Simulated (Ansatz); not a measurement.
One crystal and one scan (frozen-phonon scan) at two levels, PBE (plane waves to 420 eV, PAW, scalar-relativistic; Ansatz, a first-principles code) and r2SCAN (plane waves to 500 eV, PAW, scalar-relativistic; Ansatz), each from its own relaxed cell and on its own mesh.

The crystal is ZnS (zinc blende); a phonon pattern at L = (0.5, 0.0, 0.0) is frozen into a 4-atom cell, Q being the largest atomic displacement.

ZnS was relaxed with its symmetry unable to fall. Both scans cover Q from -0.180 to 0.180 Å.

```csv
quantity,run 1,run 2
Lattice constant a (Å),5.389,5.443
Energy at Q = 0.180 Å (meV/cell),310,286
Harmonic wavenumber from the curvature (finite differences) (cm⁻¹ (negative: imaginary)),197,189
```

Question: Which run is which level?

Answer: Run 2 is PBE, run 1 is r2SCAN. PBE gives the higher value for: lattice constant a. PBE gives the lower value for: energy at Q = 0.180 Å; harmonic wavenumber from the curvature. Both give the same space group of the distorted cell: R3m (No. 160), lowered from F-43m.

(A displaced cell: forces are minus the slopes of the energy, force constants its curvatures, and phonons follow from these.)
